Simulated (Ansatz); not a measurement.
VAs2:
```xyz
6
Lattice="4.5167 1.6409 0.0000 -4.5167 1.6409 0.0000 -3.7295 0.0000 6.4771" Properties=species:S:1:pos:R:3 pbc="T T T"
V      0.1168     1.6409     5.2161
V     -3.8464     1.6409     1.2610
As    -2.4729     1.6409     5.8045
As    -1.2567     1.6409     0.6726
As    -5.1783     1.6409     3.4615
As     1.4488     1.6409     3.0156
```

Relaxed with r²SCAN. Special points in fractions of this cell's reciprocal vectors: Γ (0.000, 0.000, 0.000); C (0.294, 0.294, 0.000); C2 (-0.294, 0.706, 0.000); Y2 (-0.500, 0.500, 0.000); M2 (-0.500, 0.500, 0.500); D (-0.267, 0.733, 0.500); D2 (0.267, 0.267, 0.500); A (0.000, 0.000, 0.500); L2 (0.000, 0.500, 0.500); V2 (0.000, 0.500, 0.000).

### Question
List the band energies nearest the Fermi level at these points for the program Ansatz at the r²SCAN level (PAW).

### Answer
In eV from the Fermi level; about four levels below and three above (degenerate sets whole), none deeper than 8.9 eV; points with the same levels are listed once.

| k | below | above |
|---|---|---|
| Γ | -1.51 -1.00 -0.82 -0.57 | 0.42 1.17 2.12 |
| C | -2.16 -1.63 -1.27 -1.06 | 0.76 0.99 1.21 |
| Y2 | -1.41 -1.10 -0.60 -0.24 | 0.08 0.16 0.38 |
| M2 | -1.04 -0.51 -0.48 -0.03 | 0.25 1.23 1.51 |
| D | -2.40 -1.90 -1.72 -0.74 | 0.82 1.14 1.40 |
| A | -0.97 -0.76 -0.28 -0.08 | 1.45 1.68 1.75 |
| L2 | -2.07 -1.79 -1.52 -0.60 | 0.50 0.97 1.55 |
| V2 | -1.94 -1.69 -1.25 -0.92 | 1.14 1.54 1.75 |

Space group C2/m. The workflow started from a Materials Project entry (that database holds measured and hypothetical structures alike); the Crystallography Open Database copy checked does not list it. Whether it is the stable phase at ambient conditions was not checked. Symmetry was held in the r²SCAN relaxation; whether a distortion lowers the energy is not shown. The run is not spin-polarised. Scalar-relativistic: spin–orbit coupling is off unless named, which matters more the heavier the elements.

Potentials: the later of the program's two PAW sets.
